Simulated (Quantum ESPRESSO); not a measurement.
```
CELL_PARAMETERS angstrom
      5.89545     0.00000     0.00000
      0.00000     5.89545     0.00000
      0.00000     0.00000     5.89545
ATOMIC_POSITIONS crystal
  Mg 0.00000 0.00000 0.00000
  Te 0.26623 0.26623 0.26623
  Be 0.00000 0.50000 0.50000
  Te 0.26623 0.73377 0.73377
  Be 0.50000 0.00000 0.50000
  Te 0.73377 0.26623 0.73377
  Be 0.50000 0.50000 0.00000
  Te 0.73377 0.73377 0.26623
```
The cell was made here from a computed Materials Project entry: one of 4 Be replaced by Mg, cell and atoms relaxed (PBE without dispersion, pw.x of a modified build of Quantum ESPRESSO, symmetry kept). The parent is BeTe in F-43m; whether this form has been observed was not checked. The swapped cell is a model, not a known phase. Stability against distortions was not tested.

A lattice sum over point charges, one formal value an element (Be +2, Te -2, Mg +2), with no Sternheimer factor, costs far less than a self-consistent run. Taken along the main axis of each site's self-consistent tensor, it gives:

| site | V along that axis, point charges (a.u.) |
|---|---|
| Te (atoms 2, 4, 6, 8) | -0.014 |

### Question
How do the values of a PBE PAW density (pw.x of Quantum ESPRESSO, JTH datasets) with the all-electron reconstruction of Petrilli and co-workers compare?

### Answer
```csv
site,"Vzz, PAW (a.u.)",PAW over point charges
Te,-1.761,120
```
  Cores are frozen. Te had no test against all-electron runs. Spin–orbit coupling is left out, a limit on Te.
